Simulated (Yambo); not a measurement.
A G0W0@PBEsol run in Yambo for NaBa2ReO6 (space group Fm-3m, No. 225) (2×2×2 Γ-centred k mesh, bands 6 to 229 and a 7 Ry block in the screening, 229 bands in G with the Bruneval-Gonze terminator, plasmon pole fitted at 27.2 eV) gives these matrix elements, in eV, at the band edges (Γ → X):

```tsv
state	E0	<Vxc>	<Σx>	<Σc(E0)>	Z
valence edge	0.000	-19.542	-24.540	4.451	0.764
conduction edge	1.900	-16.884	-12.086	-3.168	0.801
```

Solve the linearised quasiparticle equation for both states, give the gap, and say how exchange and correlation each act on it.

E = E0 + Z(Σx + Σc − Vxc). Valence: 0.000 + 0.764 × (-24.540 + (4.451) − (-19.542)) = -0.42 eV. Conduction: 1.900 + 0.801 × (-12.086 + (-3.168) − (-16.884)) = 3.21 eV. The gap is 3.62 eV, against 1.90 eV in PBEsol. Replacing Vxc by bare exchange alone would open it by 9.80 eV; correlation takes back 7.62 eV of that, and Z scales what is left. Nearest settings tried, and what they do to the gap: 152 bands in W, 152 bands in G: +46 meV; 6 Ry block (283 vectors against 339): -7 meV. Not varied: mesh. So the settings aren't converged at that level. The k mesh is coarse. Spin-orbit coupling is left out, which matters for elements this heavy: edges can move by tenths of an eV.

Geometry of the Materials Project entry, not relaxed at this level; primitive cell a = b = c = 5.9548 Å, α = β = γ = 60.00°.
